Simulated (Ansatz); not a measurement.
## Structure relaxation, Ru

The start is a randomly generated symmetric cell of Ru (space group No. 166). The structure is fully relaxed (lattice and positions, P = 0) with PBEsol (plane waves to 420 eV, PAW, scalar-relativistic; Ansatz, a program for electronic structure). The first steps use a coarse 11×11×11 k-mesh.

Initial structure:
```yaml
crystal:
  lattice:
    - [1.75447, 1.01294, 2.53956]
    - [-1.75447, 1.01294, 2.53956]
    - [0.00000, -2.02589, 2.53956]
  atoms:
    - { symbol: Ru, position: [0.76329, 0.76329, 0.76329] }
    - { symbol: Ru, position: [0.23671, 0.23671, 0.23671] }
```

### Question
What pressure does the first self-consistent step give?

### Answer
+43.3 GPa (positive: the cell is compressed).

### Question
What is the largest force in the starting geometry, and on which atom (counted from 1)?

### Answer
0.82 eV/Å, on Ru1, Ru2 (atoms numbered as listed).

### Question
What symmetry does the relaxed structure have?

### Answer
The space group goes from R-3m (No. 166) to Im-3m (No. 229); the end is bcc (W type), with 1 atom in the primitive cell.

### Question
How much energy is released per atom?

### Answer
0.80 eV/atom.

### Question
How does the volume change?

### Answer
+1.6 %, from 13.54 to 13.75 Å³/atom.

### Question
What band gap does the relaxed structure have at this level?

### Answer
No gap (metallic).

### Question
Give the final cell and atomic positions.

### Answer

Space group Im-3m (No. 229); a = 3.018 Å, b = 3.018 Å, c = 3.018 Å, α = 90.00°, β = 90.00°, γ = 90.00°

```tsv
atom	site	symmetry	x	y	z
Ru	2a	m-3m	0.0000	0.0000	0.0000
```
(The calculation used a cell of 1 atom; values per cell refer to that cell.)

Final values are on a 22×22×22 k-mesh of the relaxed cell. No spin polarisation in the result.

The run could not lose the symmetry of its start: the end is stationary, and may be a saddle point rather than a minimum.

The relaxed structure here is a generated cell of Ru: the first start was made by a random draw of sites in a space group, and the end was not matched to a known phase here, so it may be hypothetical. Known forms of Ru include space group No. 194.
